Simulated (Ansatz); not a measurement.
SrO (rock salt)

```yaml
crystal:
  lattice:
    - [0.00000, 5.15993, 5.15993]
    - [2.57997, 0.00000, 2.57997]
    - [2.57997, 2.57997, 0.00000]
  atoms:
    - { symbol: O, position: [0.00000, 0.00000, 0.00000] }
    - { symbol: O, position: [0.50000, 0.00000, 0.00000] }
    - { symbol: Sr, position: [0.25000, 0.50000, 0.50000] }
    - { symbol: Sr, position: [0.75000, 0.50000, 0.50000] }
```

The atoms are displaced by Q × the pattern below (from a DFPT mode at L = (0.5, 0.0, 0.0), largest move 1; Q in Å), at fixed cell. (q is in reciprocal vectors of the primitive cell; the cell shown is doubled to hold the pattern.)

```tsv
atom	x	y	z
Sr3	0.577	-0.577	-0.577
Sr4	-0.577	0.577	0.577
```

Atoms not listed stay in place.

Method: r2SCAN (plane waves to 500 eV, PAW, scalar-relativistic; Ansatz, a program for electronic structure). k mesh 11×11×11 (Γ-centred), Fermi-Dirac smearing 0.05 eV. The energy includes the smearing's −TS. SrO was relaxed with its symmetry unable to fall. The zero of ΔE is the undisplaced structure.

```json
[
 {"Q (Å)": "-0.2800", "ΔE (meV/cell)": "1310"},
 {"Q (Å)": "-0.2333", "ΔE (meV/cell)": "916"},
 {"Q (Å)": "-0.1867", "ΔE (meV/cell)": "withheld"},
 {"Q (Å)": "-0.1400", "ΔE (meV/cell)": "333"},
 {"Q (Å)": "-0.0933", "ΔE (meV/cell)": "148"},
 {"Q (Å)": "-0.0467", "ΔE (meV/cell)": "37"},
 {"Q (Å)": "0.0000", "ΔE (meV/cell)": "0"},
 {"Q (Å)": "0.0467", "ΔE (meV/cell)": "37"},
 {"Q (Å)": "0.0933", "ΔE (meV/cell)": "148"},
 {"Q (Å)": "0.1400", "ΔE (meV/cell)": "333"},
 {"Q (Å)": "0.1867", "ΔE (meV/cell)": "withheld"},
 {"Q (Å)": "0.2333", "ΔE (meV/cell)": "916"},
 {"Q (Å)": "0.2800", "ΔE (meV/cell)": "1310"}
]
```

Question: Fit an even polynomial form (powers 2, 4) to the given rows and predict ΔE at Q = 0.1867.

Answer: Least squares on the 11 given rows: ΔE = (17090)·Q² + (-4780)·Q⁴, in meV/cell with Q in Å; root-mean-square residual 0.3 meV/cell. At 0.1867 the fit gives 590 meV/cell; the calculation gives 589 meV/cell, so the interpolation is off by 1 (+0.2 %). The quadratic term alone would give 596 meV/cell.

(A displaced cell: forces are minus the slopes of the energy, force constants its curvatures, and phonons follow from these.)
